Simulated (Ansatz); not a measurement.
## Sensitivity of the gradients in GaAs with an As vacancy to the input

Cell: a supercell of GaAs (zinc blende type, F-43m) built from a COD entry, with all atoms left at the host's positions.

```
Ga As
1.0
     0.00000    8.48055    8.48055
     8.48055    0.00000    8.48055
     8.48055    8.48055    0.00000
Ga As
27 26
Direct
  0.00000 0.00000 0.00000
  0.00000 0.00000 0.33333
  0.00000 0.00000 0.66667
  0.00000 0.33333 0.00000
  0.00000 0.33333 0.33333
  0.00000 0.33333 0.66667
  0.00000 0.66667 0.00000
  0.00000 0.66667 0.33333
  0.00000 0.66667 0.66667
  0.33333 0.00000 0.00000
  0.33333 0.00000 0.33333
  0.33333 0.00000 0.66667
  0.33333 0.33333 0.00000
  0.33333 0.33333 0.33333
  0.33333 0.33333 0.66667
  0.33333 0.66667 0.00000
  0.33333 0.66667 0.33333
  0.33333 0.66667 0.66667
  0.66667 0.00000 0.00000
  0.66667 0.00000 0.33333
  0.66667 0.00000 0.66667
  0.66667 0.33333 0.00000
  0.66667 0.33333 0.33333
  0.66667 0.33333 0.66667
  0.66667 0.66667 0.00000
  0.66667 0.66667 0.33333
  0.66667 0.66667 0.66667
  0.08333 0.08333 0.41667
  0.08333 0.08333 0.75000
  0.08333 0.41667 0.08333
  0.08333 0.41667 0.41667
  0.08333 0.41667 0.75000
  0.08333 0.75000 0.08333
  0.08333 0.75000 0.41667
  0.08333 0.75000 0.75000
  0.41667 0.08333 0.08333
  0.41667 0.08333 0.41667
  0.41667 0.08333 0.75000
  0.41667 0.41667 0.08333
  0.41667 0.41667 0.41667
  0.41667 0.41667 0.75000
  0.41667 0.75000 0.08333
  0.41667 0.75000 0.41667
  0.41667 0.75000 0.75000
  0.75000 0.08333 0.08333
  0.75000 0.08333 0.41667
  0.75000 0.08333 0.75000
  0.75000 0.41667 0.08333
  0.75000 0.41667 0.41667
  0.75000 0.41667 0.75000
  0.75000 0.75000 0.08333
  0.75000 0.75000 0.41667
  0.75000 0.75000 0.75000
```

Atom numbers follow the list; atoms alike are taken as one site, whose name carries the number of the first.

Reference run. Computed with Ansatz: DFT, PBE, plane waves and PAW, scalar-relativistic, collinear spin, 420 eV cutoff, Γ-centred 2×2×2 k-points, Fermi–Dirac smearing 0.01 eV, cell charge +1. Start moments as typed (μB): 0.5 0.5 0 0.5 0 0 0 0 0 0.5 0 0 0 0 0 0 0 0 0 0 0 0 0 0 0 0 0 0 0 0 0 0 0 0 0 0 0 0 0 0 0 0 0 0 0 0 0 0 0 0 0 0 0 by atom.

Question: The input is changed as follows: `scf.occupations.method`: fermi_dirac → gaussian; `scf.occupations.width`: 0.01 → 0.05. What happens to V_zz (10²¹ V/m²) and η?

Answer: 

| site | atom | V_zz reference | η reference | V_zz changed | η changed |
| --- | --- | --- | --- | --- | --- |
| Ga1 | 1 | 11.86 | 0.00 | 11.86 | 0.00 |
| Ga3 | 3 | 1.15 | 0.83 | 1.15 | 0.83 |
| Ga5 | 5 | -0.39 | 0.57 | -0.39 | 0.57 |
| Ga18 | 18 | 0.18 | 0.00 | 0.18 | 0.00 |
| As28 | 28 | 5.61 | 0.08 | 5.60 | 0.08 |
| As31 | 31 | -0.77 | 0.00 | -0.77 | 0.00 |
| As35 | 35 | -1.03 | 0.00 | -1.03 | 0.00 |
| As41 | 41 | 0.18 | 1.00 | 0.18 | 1.00 |

No V_zz moves by more than 0.01. Sites without a gradient aren't listed. SCF iterations: 13 and 14.

On the reference run: The defect repeats with the cell of 53 atoms, so it feels its images: sites between two images don't show the values beside a lone defect, and zeros or small values of η there can come from the images' arrangement. A uniform background compensates the cell's charge. With a gap of 0.2 eV on this mesh, small gradients can still move by 0.1 × 10²¹ V/m² or more as the k-mesh gets denser. The start moments die out, and the run ends without spin. The neighbours have not yet relaxed around the defect (largest force 0.32 eV/Å), so a real crystal will differ.
